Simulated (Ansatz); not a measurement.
**A plane-wave run on TlAgI$_{2}$**

Input file of Ansatz 0.2.0:

```yaml
crystal:
  lattice:
    - [-4.212908, 4.212908, 3.86941]
    - [4.212908, -4.212908, 3.86941]
    - [4.212908, 4.212908, -3.86941]
  atoms:
    - { symbol: I, position: [0.682, 0.182, 0.864] }
    - { symbol: I, position: [0.182, 0.318, 0.5] }
    - { symbol: I, position: [0.318, 0.818, 0.136] }
    - { symbol: I, position: [0.818, 0.682, 0.5] }
    - { symbol: Tl, position: [0.25, 0.25, 0.0] }
    - { symbol: Tl, position: [0.75, 0.75, 0.0] }
    - { symbol: Ag, position: [0.25, 0.75, 0.5] }
    - { symbol: Ag, position: [0.75, 0.25, 0.5] }
  symmetry: { tolerance: 0.0003 }
kpoints:
  mp_grid: { grid: [5, 5, 5], shift: [0, 0, 0] }
  band_path:
    path:
      - [0.0, 0.0, 0.0]
      - [0.0, 0.0, 0.5]
      - [-0.5, 0.5, 0.5]
      - [0.0, 0.0, 0.0]
      - [0.46089465, 0.46089465, -0.46089465]
      - [-0.46089465, 0.53910535, 0.46089465]
      - [-0.5, 0.5, 0.5]
      - [0.0, 0.0, 0.5]
      - [0.25, 0.25, 0.25]
      - [0.0, 0.5, 0.0]
      - [0.0, 0.0, 0.0]
    npoints: 6
magnetization:
  spin_polarized: false
scf:
  occupations: { method: fermi_dirac }
  lower_state_search: "off"
  max_iter: 200
hamiltonian:
  pseudopotentials: { kind: paw }
  xc: r2scan
basis:
  ecutwfc: 500
  fft_grid_basis: typed
output:
  forces: true
  stress: true
  eigenvalues: true
  bader: true
  populations: true
  elf: true
  write_potential: true
  volumetric_format: npy
  dos:
    e_range: [-12, 8]
    de: 0.05
    projected: { site_lists: { Ag: [Ag], I: [I], Tl: [Tl] } }
checkpoint:
  read: saved_state
```

The saved state is an earlier solution for the same cell, perhaps on another mesh. 

Parts of the output:

```
Pseudopotentials: kind: paw
Pseudopotential: I, paw, valence charge 17, recommended cutoff 500 eV (meta_gga), I.paw.azcp
Pseudopotential: Tl, paw, valence charge 13, recommended cutoff 500 eV (meta_gga), Tl.paw.azcp
Pseudopotential: Ag, paw, valence charge 19, recommended cutoff 500 eV (meta_gga), Ag.paw.azcp
Functional definition: r2SCAN
  exchange = r2scan_x(k0 = k0, k1 = k1, a1 = a1)
  correlation = r2scan_c
Crystal: 8 atoms, lattice volume = 274.706 Å³
Basis set: ecut = 500 eV, 6955 PW (Γ), exchange–correlation on 216×216×216 points (64 copies of the dense FFT grid, shifted against one another)
Bands: 80, of which v1, the nominal top of the filled ones, is band 66 counted from 1 (65 counted from 0)
Symmetry: 16 space group operations
Space group: I4/mcm (ITA 140), of the structure as read, at distance tolerance 2.0e-3 Å
k-points: 18 of 125
Initial density: read from a saved state, or passed on in memory by an earlier SCF of this step, an earlier step, the calling program or the single point that the run made first
Functional: x = r2scan, c = r2scan; τ floored in thin density (d = 2e-4 eV/Å³)
SCF iter   1: F=-68241.4311 eV  Δρ=6.16e-4  dr2=1.24e-3  dr2_τ=1.09e-4
SCF iter   2: F=-68241.4317 eV  Δρ=2.47e-4  dr2=2.41e-4  dr2_τ=1.72e-5
SCF iter   3: F=-68241.4317 eV  Δρ=1.17e-4  dr2=7.25e-5  dr2_τ=2.24e-6
SCF iter   4: F=-68241.4317 eV  Δρ=2.53e-5  dr2=2.41e-6  dr2_τ=2.49e-7
SCF iter   5: F=-68241.4317 eV  Δρ=8.77e-6  dr2=1.75e-7  dr2_τ=1.49e-8
SCF iter   6: F=-68241.4317 eV  Δρ=2.05e-6  dr2=1.01e-8  dr2_τ=3.23e-10
Free energy (F): -68241.4317 eV
Harris-Foulkes:  -68241.4317 eV  (|F-HF|=2.23e-9)
Internal energy: -68241.4317 eV  (E = F + TS)
E sigma→0 (E₀):  -68241.4317 eV
Entropy (-TS):    0.0000 eV (-0.002 meV/atom)
Fermi energy:    7.6196 eV
--- Per-component energies (eV) ---
  E_band       = -2391.0589
  E_kinetic    = 2474.5404
  E_local      = -16604.5600  (includes V_loc(G=0)·N_el)
  E_nonlocal   = 442.8723
  E_hartree    = 7860.1394
  E_xc         = -1274.9041
  E_vxc        = -1392.7411  (∫ρ·V_xc dr)
  E_paw        = -47584.4671  (= ΣΔE_a)
  E_vpaw       = -3125.6681  (= ΣTr[D̂ρ^β])
  E_aug_tail   = 0.0000  (compensation charges beyond the density's cutoff)
  E_vtau       = 94.2206  (kinetic-family band-sum trace: ∫τ·v_τ [+ j·A + Jᵃ·Aᵃ] dr)
  E_ewald      = -13556.4057
  E_core_change = 1.3531  (= ΣΔE_core)
  E_smearing   =  0.0000  (= −TS)
--- Stress (GPa, compression-positive) ---
       -0.1793       0.0000       0.0000
        0.0000      -0.1793       0.0000
        0.0000       0.0000      -0.1446
  P = ⅓ Tr σ = -0.1677 GPa (-1.677 kbar)
--- Löwdin populations: 8 sites ---
  site symbol       q [e]
     0      I     17.2452
     1      I     17.2452
     2      I     17.2452
     3      I     17.2452
     4     Tl     12.8785
     5     Tl     12.8785
     6     Ag     18.4960
     7     Ag     18.4960
  spilling = 0.0020 (of n_electrons = 132.0000)
```

Origin: a database entry at a rescaled volume.
